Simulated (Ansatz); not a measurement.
**Moving the functional in CsLiCr2Te2S3**

```
Cs Li Cr Te S
1.0
     3.31929    1.91639    6.87982
    -3.31929    1.91639    6.87982
     0.00000   -3.83279    6.87982
Cs Li Cr Te S
1 1 2 2 3
Direct
  0.00000 0.00000 0.00000
  0.50000 0.50000 0.50000
  0.79848 0.79848 0.79848
  0.20152 0.20152 0.20152
  0.67990 0.67990 0.67990
  0.32010 0.32010 0.32010
  0.13626 0.86374 0.50000
  0.50000 0.13626 0.86374
  0.86374 0.50000 0.13626
```

The cell comes from a database or a generator and needn't be the stable form of this composition.

Kept alike: task band structure; k mesh 5 × 5 × 5; occupations fermi-dirac, width 0.05 eV; collinear spin, ferromagnetic start. Program: Ansatz, Ansatz PAW. Cutoffs run from 420 to 500 eV. The mesh is that of the run's cell of 9 atoms. No spin-orbit coupling.

```csv
functional,pressure (GPa),largest site moment (μB)
BLYP,2.12,2.01
LDA,-3.91,1.95
PBE,-0.02,2.07
PBEsol,-2.12,2.05
RPBE,1.78,2.13
r2SCAN,0.22,2.41
revPBE,1.35,2.11
```

Pressure is positive in compression, with a Pulay correction for the finite cutoff. For a metal such a mesh leaves the last digits unconverged. The runs hold the magnetic state that their start led to, which needn't be the lowest. Site moments count inside each atom's sphere or projector. All rows use potentials made for PBE.

Q: What does the functional change here?

A: The pressure runs from -3.91 (LDA) to 2.12 GPa (BLYP). From PBE: BLYP +2.14; LDA -3.89; PBEsol -2.10; RPBE +1.80; r2SCAN +0.24; revPBE +1.37. The largest site moment runs from 1.95 (LDA) to 2.41 μB (r2SCAN). From PBE: BLYP -0.06; LDA -0.12; PBEsol -0.02; RPBE +0.06; r2SCAN +0.34; revPBE +0.04.
